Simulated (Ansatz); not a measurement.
**A change and its effect: MgO (Fm-3m)**

```yaml
crystal:
  lattice:
    - [0.00000, 2.10217, 2.10217]
    - [2.10217, 0.00000, 2.10217]
    - [2.10217, 2.10217, 0.00000]
  atoms:
    - { symbol: Mg, position: [0.00000, 0.00000, 0.00000] }
    - { symbol: O, position: [0.50000, 0.50000, 0.50000] }
```

Level of theory, where no other is named: r²SCAN, PAW on Ansatz 0.2.0's default frozen-core files (fitted under PBE), scalar-relativistic. k mesh 10×10×10, fine mesh 16×16×16, fixed occupations, cutoff 500 eV. The cell was relaxed by PAW under this functional.

With these settings the run gives a gap of 5.685 eV on the fine mesh, ε∞,xx = 2.96 without local fields.

(1) The run is repeated in the same cell with basis.ecutwfc from its default to 300 eV. What moves, and by how much?

Answers

(1) ε∞,xx: +0.2 %. The cell isn't relaxed anew, and its pressure at the new settings is 1.2 GPa; in its own relaxed cell the change can differ in size and sign.

Caveats: frozen-core PAW files fitted under PBE, their cores solved anew for the functional of the run; semilocal gaps are low, and what follows the gap (onsets, screening, light masses) shifts with it; basis or tolerance not converged.
